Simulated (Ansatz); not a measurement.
NaF, in the lowest of the structures calculated here: Fm-3m (No. 225), cF8, rock salt type; a = 4.594 Å, b = 4.594 Å, c = 4.594 Å, α = 90.00°, β = 90.00°, γ = 90.00°; F 4a (0.000, 0.000, 0.000); Na 4b (0.500, 0.500, 0.500). Method: r2SCAN (plane waves to 500 eV, PAW, scalar-relativistic; Ansatz, a quantum-chemistry and plane-wave program). Element references, the lowest calculated here: Na (P6₃/mmc, not the ambient form), F (R-3m, a generated molecular cell); gases are represented by their molecular solids.

Total energies (eV/atom, σ → 0; comparable only within this code, potentials and settings):

| phase | E (eV/atom) |
|---|---|
| NaF (Fm-3m) | -1150.686 |
| Na (P6₃/mmc) | -1488.615 |
| F (R-3m) | -806.898 |

Task: What is the formation energy of this Fm-3m form of NaF from the elements?

Result: E_f = -1150.686 − [1 × (-1488.615) + 1 × (-806.898)] / 2 = -2.93 eV/atom (-5.9 eV per formula unit).

Static energies, no anion corrections, no zero-point energy. Values are rounded to 0.01 eV/atom. The compounds carry no spin polarisation.
